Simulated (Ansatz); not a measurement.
## Course of a relaxation: Ga3As

Recipe of this trial structure of Ga3As: random cell by space group and Wyckoff sites (R-3m, No. 166). The dimensions are guesses.

```
CELL_PARAMETERS angstrom
2.23751 1.29183 4.91526
-2.23751 1.29183 4.91526
0.00000 -2.58366 4.91526
ATOMIC_POSITIONS crystal
Ga 0.19916 0.19916 0.19916
Ga 0.80084 0.80084 0.80084
Ga 0.50000 0.50000 0.50000
As 0.00000 0.00000 0.00000
```

Computed with DFT PBE, scalar-relativistic, plane waves, PAW (Ansatz 0.2.0). Cutoff 420 eV, Gaussian smearing, Γ-centred meshes. Cell and atoms relax first on a coarse mesh and then on a finer one. In between, the cell is made exact in the group found at 0.06 Å. In metals the finer mesh still leaves noise of several meV/atom or more. The steps can't lower the symmetry of their start. No spin polarisation.

Steps on the 12×12×12 mesh (4 atoms, 23 steps). The free energy counts from the last step; some steps are skipped; the plane-wave basis is renewed at times, which shifts energy and pressure.

```tsv
step	ΔF (meV/atom)	V (Å³/atom)	P (GPa)	largest force component (eV/Å)
1	117.0	19.90	0.21	0.141
3	109.8	20.12	0.04	0.048
6	78.0	20.20	-0.21	0.135
8	74.6	19.77	1.11	0.356
11	66.3	19.86	0.02	0.004
13	49.6	19.86	1.23	0.001
16	5.6	20.09	0.69	0.035
18	2.6	20.33	-0.08	0.003
21	0.1	20.38	0.05	0.001
23	0.0	20.41	0.00	0.000
```

The relaxed structure:

```cif
data_structure
_symmetry_space_group_name_H-M 'P 1'
_symmetry_Int_Tables_number 1
_cell_length_a 6.7847
_cell_length_b 6.7847
_cell_length_c 6.7847
_cell_angle_alpha 32.821
_cell_angle_beta 32.821
_cell_angle_gamma 32.821
_cell_volume 81.63
loop_
_atom_site_label
_atom_site_type_symbol
_atom_site_fract_x
_atom_site_fract_y
_atom_site_fract_z
_atom_site_occupancy
Ga1 Ga 0.25664 0.25664 0.25664 1
Ga2 Ga 0.74336 0.74336 0.74336 1
Ga3 Ga 0.50000 0.50000 0.50000 1
As1 As 0.00000 0.00000 0.00000 1
```

The symmetry stays R-3m (No. 166). The volume per atom shrinks by 4.2 %, from 21.3 to 20.4 Å³. The shortest distance goes from 2.63 Å (Ga–Ga) to 2.66 Å (Ga–As). The ratio c/a of the conventional cell changes by a factor of 1.52. The energy falls by about 0.36 eV/atom (the start's value is from the coarse mesh). Around Ga on a site of symmetry 3m lie 3 As at 2.66 Å and 3 Ga at 2.81 Å; around Ga on a site of symmetry -3m lie 6 Ga at 2.81 Å; As has 6 Ga at 2.66 Å.

- Volume per atom: 20.41 Å³
- Density: 5.78 g/cm³
- Energy over the elements: −0.01 eV/atom
- Gap on the 12×12×12 mesh of the 4-atom cell: 0 eV (a metal)

The zero of energy is the elements' standard structures at the same level; no fitted shifts are applied.

The last run used Gaussian smearing of 0.10 eV. The k mesh leaves some 4 meV/atom of noise in the energy of each metallic cell. The reference form of As is held partly by dispersion forces, which this level lacks. A structure relaxed within its symmetry needn't be a true minimum. In all, the 3 runs took 14 min on 1 thread of Intel(R) Xeon(R) Platinum 8259CL CPU @ 2.50GHz (Skylake/Cascade Lake), on a shared host.
